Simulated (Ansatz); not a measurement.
AlGaP₂ in space group P-4m2 (No. 115; Al on 1c, Ga on 1a, P on 2g) at seven volumes, the program Ansatz at the PBEsol level (PAW), shape and atoms relaxed at each. One row is withheld.

| V (Å³/atom) | P (GPa) |
|---|---|
| 18.474 | 9.90 |
| 19.083 | 6.06 |
| 19.692 | 2.79 |
| 20.301 | 0.00 |
| 20.910 | -2.39 |
| 21.519 | ? |
| 22.128 | -6.14 |

**Question.** Fit the shown pressures and predict the withheld one.

**Answer.** P = (3/2)B₀(x^(7/2) − x^(5/2))[1 + (3/4)(B′ − 4)(x − 1)] with x = (V₀/V)^(2/3). Least squares on the six rows gives V₀ = 20.301 Å³/atom, B₀ = 85.7 GPa, B′ = 4.30. At V = 21.519, x = 0.9619 and P = -4.41 GPa. The run itself gave -4.42 GPa.

The workflow started from a Materials Project entry (that database holds measured and hypothetical structures alike); the Crystallography Open Database copy checked does not list it. With Al and Ga taken as one species the cell has the higher symmetry F-43m, so it may be an ordered model of a mixed-site phase. Its standing as an ambient phase is unchecked. The cell was relaxed with PBEsol under the symmetry of its start; whether a distortion lowers the energy is not shown. Scalar-relativistic: spin–orbit coupling is off unless named, which matters more the heavier the elements.

Potentials: the later of the program's two PAW sets.
